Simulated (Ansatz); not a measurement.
HfO$_{2}$ (fluorite)

```
CELL_PARAMETERS angstrom
      0.00000     2.52227     2.52227
      2.52227     0.00000     2.52227
      2.52227     2.52227     0.00000
ATOMIC_POSITIONS crystal
  Hf 0.00000 0.00000 0.00000
  O  0.25000 0.25000 0.25000
  O  0.75000 0.75000 0.75000
```

Grid over V/V₀ and (c/a)/(c/a)₀, subscript 0 meaning the relaxed cell; the conventional c axis lies along z; no internal relaxation.

Level of theory: PBEsol (plane waves to 420 eV, PAW, scalar-relativistic; Ansatz, a program for electronic structure). k mesh 11×11×11 (Γ-centred), Fermi-Dirac smearing 0.05 eV. Stress and pressure are positive under compression. HfO2 is run without spin polarisation. HfO2 was relaxed with its symmetry unable to fall. Spin-orbit coupling is left out, though Hf is heavy. The PAW data are Ansatz's earlier set. This is a high-temperature form of HfO2.

Changes of σzz (GPa) from the point V/V₀ = 1.000, (c/a)/(c/a)₀ = 1.000 when one coordinate moves alone (two changes are said to add if the coupling is within 5 % of the smaller one, nearly so within 20 %):

| point | change |
|---|---|
| V/V₀ = 1.000, (c/a)/(c/a)₀ = 0.960 | 12.78 |
| V/V₀ = 1.000, (c/a)/(c/a)₀ = 0.980 | 6.30 |
| V/V₀ = 0.960, (c/a)/(c/a)₀ = 1.000 | 11.77 |
| V/V₀ = 0.980, (c/a)/(c/a)₀ = 1.000 | 5.58 |
| V/V₀ = 1.020, (c/a)/(c/a)₀ = 1.000 | -5.02 |
| V/V₀ = 1.040, (c/a)/(c/a)₀ = 1.000 | -9.55 |
| V/V₀ = 1.000, (c/a)/(c/a)₀ = 1.020 | -6.17 |
| V/V₀ = 1.000, (c/a)/(c/a)₀ = 1.040 | -12.23 |

Q: Do the two effects add at V/V₀ = 0.960, (c/a)/(c/a)₀ = 0.980? Give the computed change.

A: The sum of the single changes is 11.77 + (6.30) = 18.07; the calculation gives 18.41, so the coupling contributes 0.34 (under 20 % of the smaller single change, nearly additive).

Q: Do the two effects add at V/V₀ = 1.020, (c/a)/(c/a)₀ = 1.020? Give the computed change.

A: The sum of the single changes is -5.02 + (-6.17) = -11.19; the calculation gives -11.04, so they add (within 5 % of the smaller single change).

Q: What is the change at V/V₀ = 0.980, (c/a)/(c/a)₀ = 1.040, where both move, and how far is it from the sum?

A: The sum of the single changes is 5.58 + (-12.23) = -6.65; the calculation gives -6.96, so the coupling contributes -0.31 (under 20 % of the smaller single change, nearly additive).

(A scan under strain: stresses follow from slopes of the energy per volume, elastic moduli from its curvatures.)
